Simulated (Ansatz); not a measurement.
NbC$_{2}$ (MoSi2 or CaC2 type, I4/mmm) under volume change, plane-wave PAW r²SCAN (Ansatz code), shape and atoms relaxed at each volume.

```csv
V (Å³/atom),E − E(relaxed) (meV/atom),P (GPa)
9.141,69.4,26.96
9.443,28.9,16.37
9.744,6.8,7.43
10.045,0.0,0.00
10.347,6.0,-6.22
10.648,22.7,-11.35
10.949,48.2,-15.59
```

Problem. What does a third-order Birch–Murnaghan fit give for V₀, B₀ and B′?

Solution. V₀ = 10.05 Å³/atom, B₀ = 225 GPa, B′ = 5.1.

The start of the workflow was typed in or built on a structure type; neither database checked (COD, Materials Project) lists it. Its standing as an ambient phase is unchecked. The cell was relaxed with r²SCAN under the symmetry of its start; whether a distortion lowers the energy is not shown. No spin polarisation was allowed. The volume moved by -28 % from the start of the relaxation. Its formation energy is positive at this level, so the cell may be metastable or incomplete.

Potentials: the later of the program's two PAW sets.
